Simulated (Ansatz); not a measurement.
**Energy landscape of BeBr2**

6 relaxations of BeBr2 ended in 6 distinct structures. Level of theory: PBE-D3(BJ) (plane waves to 420 eV, PAW, scalar-relativistic; Ansatz, a first-principles code).

```csv
#,space group,Pearson,type,E − E(lowest) (eV/atom),V (Å³/atom),"gap (eV, no SOC)",coordination,runs ending here
1,P-3m1,hP3,CdI2 type,0.000,21.19,4.24,"Br 3 (trigonal pyramidal), Be 6 (octahedral)",1
2,P6₃mc,hP6,–,0.000,21.21,4.09,–,1
3,R-3m,hR3,–,0.001,21.25,3.97,–,1
4,P-3m1,hP6,–,0.007,22.01,4.03,–,1
5,R-3m,hR3,–,0.013,22.75,4.14,–,1
6,P6₃/mmc,hP6,–,0.013,22.76,4.06,–,1
```

Coordination numbers (neighbours up to the widest gap in distance over summed covalent radii, below 1.35; n+m marks a second, longer set; metal–metal contacts left out). P-3m1, hP3, CdI2 type is the lowest of the structures calculated here, level within the accuracy with P6₃mc, hP6; R-3m, hR3.

Space group P-3m1 (No. 164); a = 3.4657 Å, b = 3.4657 Å, c = 6.1109 Å, α = 90.00°, β = 90.00°, γ = 120.00°

```csv
atom,site,symmetry,x,y,z
Br,2d,3m.,0.6667,0.3333,0.2766
Be,1b,-3m.,0.0000,0.0000,0.5000
```

Each run could gain symmetry but not lose that of its start, so entries can be saddle points. All of these are generated cells (placed on structure types, drawn at random, substituted or restacked) that were not matched to a known phase here. The real structure of this composition may not be among these. Static energies at zero pressure. No spin polarisation in the result.
